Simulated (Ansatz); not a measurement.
The start is a relaxed LaSnIr cell, doubled along one cell vector, shaken by Gaussian noise of σ = 0.08 Å a coordinate. Cell shape, volume and atoms are optimised at zero target pressure with r2SCAN (plane waves to 500 eV, PAW, scalar-relativistic; Ansatz, a program for electronic structure). The first steps use a coarse 8×8×4 k-mesh.

The start:
```
CELL_PARAMETERS angstrom
      4.59498     0.00000     0.00000
     -2.29749     3.97937     0.00000
      0.00000     0.00000     8.17902
ATOMIC_POSITIONS crystal
  La 0.99661 0.97627 0.00647
  La 0.00470 0.96494 0.51390
  Sn 0.66052 0.30461 0.26414
  Sn 0.64940 0.32050 0.74033
  Ir 0.36985 0.67302 0.26171
  Ir 0.35195 0.66175 0.73686
```

**Question.** What is the largest force in the starting geometry, and on which atom (counted from 1)?

**Answer.** 1.77 eV/Å, on Sn4 (atoms numbered as listed).

**Question.** How much energy is released per atom?

**Answer.** 0.10 eV/atom.

**Question.** How does the volume change?

**Answer.** +2.5 %, from 24.93 to 25.54 Å³/atom.

**Question.** Does it find its way back to the structure it was made from?

**Answer.** It does not go back: it reaches Amm2 (No. 38), 0.04 eV/atom below the parent.

**Question.** How do the shortest distances between atoms change?

**Answer.** The closest pairs of elements (up to four, under 3.6 Å), start → end: Ir–Sn 2.52 → 2.66 Å; Ir–La 3.17 → 3.06 Å; La–Sn 3.17 → 3.39 Å.

**Question.** What band gap does the relaxed structure have at this level?

**Answer.** No gap (metallic).

**Question.** Give the final cell and atomic positions.

**Answer.** 
Space group Amm2 (No. 38); a = 4.299 Å, b = 4.023 Å, c = 8.860 Å, α = 90.00°, β = 90.00°, γ = 90.00°

```csv
atom,site,symmetry,x,y,z
La,2b,mm2,0.5000,0.5000,0.4692
Sn,2a,mm2,0.0000,0.0000,0.6740
Ir,2a,mm2,0.0000,0.0000,0.3733
```
(The calculation used a cell of 3 atoms; values per cell refer to that cell.)

Final values are on a 11×13×13 k-mesh of the relaxed cell. No spin polarisation in the result.

The relaxed structure here is a generated cell of LaSnIr: the first start was made by placing the elements on the sites of a structure type, and the end was not matched to a known phase here, so it may be hypothetical.
